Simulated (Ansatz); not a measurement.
Values for one crystal, relaxed and computed with plane-wave PAW r²SCAN (Ansatz code); other levels are named.

```yaml
volume_per_atom: 14.45 Å³
band_gap: 4.09 eV (indirect)
Bulk modulus (Birch–Murnaghan fit): 97.1 GPa
mechanical_stability: stable (all eigenvalues of C positive)
HSE06 gap on the r²SCAN cell: 4.65 eV
conduction_band_minimum: at K (2 equivalent valleys)
Elastic constants (relaxed ions, GPa): C11 = 196, C12 = 55.5, C13 = 36.2, C33 = 226, C44 = 58.2
```

Problem. Pick the material that matches.
A) BeS, wurtzite
B) BP, wurtzite
C) GaN, wurtzite
D) SiGe, wurtzite

Solution. A, BeS, wurtzite

Space group P6_3mc (wurtzite). The start of the workflow was typed in or built on a structure type; neither database checked (COD, Materials Project) lists it. COD files the formula under space group No. 216, so this cell is another polymorph or a model. Whether it is the stable phase at ambient conditions was not checked. The r²SCAN relaxation kept the symmetry of its start; whether a distortion lowers the energy is not shown.

Potentials: the earlier of the program's two PAW sets.
